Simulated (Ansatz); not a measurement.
Computed with DFT PBE, scalar-relativistic, plane waves, PAW (Ansatz 0.2.0). All cells share a 420 eV cutoff and Γ-centred k meshes spaced at most about 0.3 Å⁻¹ (about 0.25 or finer for metals, 2π included). No spin polarisation in the final relaxations.

All energies are static (0 K, no zero-point motion). Lower structures may exist.

**Question.** Order these relaxed structures of GeSb₂Te₄ by energy, lowest first, with the energy over the lowest of them.
A. Space group I-4m2 (No. 119), tetragonal, a = 6.116 Å, c = 12.137 Å. Around Ge lie 6 Te at 2.99–3.06 Å; Sb on its first site is surrounded by 6 Te at 3.06–3.08 Å; Sb on its second site has 6 Te at 3.06–3.08 Å; around Te on its first site lie 2 Ge at 3.06 Å and 3 Sb at 3.06–3.08 Å; 1 more site not described.
B. Space group F-43m (No. 216), cubic, a = 12.604 Å. Ge is surrounded by 4 Te at 2.64 Å and 8 Sb at 5.46 Å; around Sb on its first site lie 4 Te at 2.82 Å; Sb on its second site has 12 Te at 5.21 Å and 4 Ge at 5.46 Å (long against covalent radii, as for large ions); Te has 1 Ge at 2.64 Å, 1 Sb at 2.82 Å, 3 Te at 4.31 Å, 3 Te at 4.61 Å and 3 Sb at 5.21 Å.
C. Space group R-3m (No. 166), trigonal, a = 4.326 Å, c = 39.466 Å. Ge has 6 Te at 2.99 Å; Sb has 3 Te at 3.04 Å and 3 Sb at 3.23 Å; Te on its first site has 3 Sb at 3.04 Å and 3 Te at 3.31 Å; Te on its second site has 3 Ge at 2.99 Å and 3 Te at 3.31 Å.
D. Space group P6mm (No. 183), hexagonal, a = 5.421 Å, c = 9.475 Å. Around Ge lie 6 Te at 3.33 Å and 6 Te at 3.82 Å; Sb is surrounded by 2 Te at 3.00–3.16 Å and 3 Sb at 3.13 Å; Te on its first site has 4 Te at 3.13–3.32 Å, 1 Sb at 3.16 Å and 3 Ge at 3.33 Å; around Te on its second site lie 1 Sb at 3.00 Å, 4 Te at 3.13–3.32 Å and 3 Ge at 3.82 Å.

**Answer.** A (0 meV/atom), C (14 meV/atom), D (271 meV/atom), B (939 meV/atom). Forms: A I-4m2; C R-3m; D P6mm; B F-43m. Counting all near atoms (for each partner element, those within 1.25 times its shortest distance or 1.15 times the sum of covalent radii, where it is the nearest in units of that sum or under 1.3; a plus sign parts groups by distance over the sum of covalent radii; the shortest distance is added where it exceeds 1.18 times the sum of covalent radii; a slash parts the counts of unlike sites): A has Ge 6, Sb 6, Te 4/5; C has Ge 6, Sb 6, Te 6/6+3; D has Ge 6+6 from 3.3 Å, Sb 5, Te 5/8; B has Ge 4, Sb 4/12 from 5.2 Å, Te 2.

For metals, differences of a few meV/atom aren't resolved. These runs have no spin–orbit coupling, which can matter for Sb and Te. A magnetic state wasn't ruled out in cells without spin, among them F-43m. The I-4m2 cell at 32.4 Å³/atom was relaxed from a Materials Project cell. The R-3m cell at 30.5 Å³/atom was relaxed from a Materials Project cell. Cells relaxed within their symmetry can be saddle points. Some types were kept out of the candidates beforehand, so the set may lack a known form.
